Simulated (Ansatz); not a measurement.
Equation of state of TlS

A database entry relaxed whole under r2SCAN (I4/mcm):

```yaml
crystal:
  lattice:
    - [-3.93569, 3.93569, 3.45165]
    - [3.93569, -3.93569, 3.45165]
    - [3.93569, 3.93569, -3.45165]
  atoms:
    - { symbol: Tl, position: [0.75000, 0.25000, 0.50000] }
    - { symbol: Tl, position: [0.25000, 0.75000, 0.50000] }
    - { symbol: Tl, position: [0.25000, 0.25000, 0.00000] }
    - { symbol: Tl, position: [0.75000, 0.75000, 0.00000] }
    - { symbol: S, position: [0.67168, 0.17168, 0.84336] }
    - { symbol: S, position: [0.17168, 0.32832, 0.50000] }
    - { symbol: S, position: [0.32832, 0.82832, 0.15664] }
    - { symbol: S, position: [0.82832, 0.67168, 0.50000] }
```

The cell was scaled uniformly, its shape held, and the atoms relaxed at each volume with plane-wave PAW DFT (Ansatz 0.2.0; r2SCAN, 500 eV, 6×6×6 Γ-centred mesh, fermi-dirac occupations of width 0.020 eV; no spin, no spin-orbit coupling). One row is withheld.

```
volume (Å³/atom)  energy over the lowest (meV/atom)  pressure (GPa)
          25.128                               10.6            2.25
          25.663                                4.6            1.42
          26.198                                  ?               ?
          26.732                                0.0            0.02
          27.267                                0.9           -0.54
          27.802                                3.6           -1.05
          28.336                                7.9           -1.52
```

Problem. Fit the pressures of the other rows to the third-order Birch-Murnaghan form.

Solution. With f = [(V₀/V)^(2/3) − 1]/2 and P = 3B₀f(1 + 2f)^(5/2)[1 + 3(B₀′ − 4)f/2], least squares gives V₀ = 26.76 Å³ an atom, B₀ = 30.5 GPa and B₀′ = 5.1; the rows miss the fit by less than 0.01 GPa. The slope of the energies differs from these pressures by less than 0.05 GPa.

Problem. What does the withheld row hold?

Solution. The fit gives 0.68 GPa at 26.198 Å³; the run gave 0.68 GPa and 1.2 meV an atom.

Caveats: the shape of the cell was held, so B₀ is an upper bound where the axes differ in stiffness; 0 K, fixed nuclei; the symmetry was kept, and this need not be the phase that is stable at 0 K; one mesh for all volumes; no dispersion correction, so weakly bound layers stand too far apart; pressure is positive in compression.
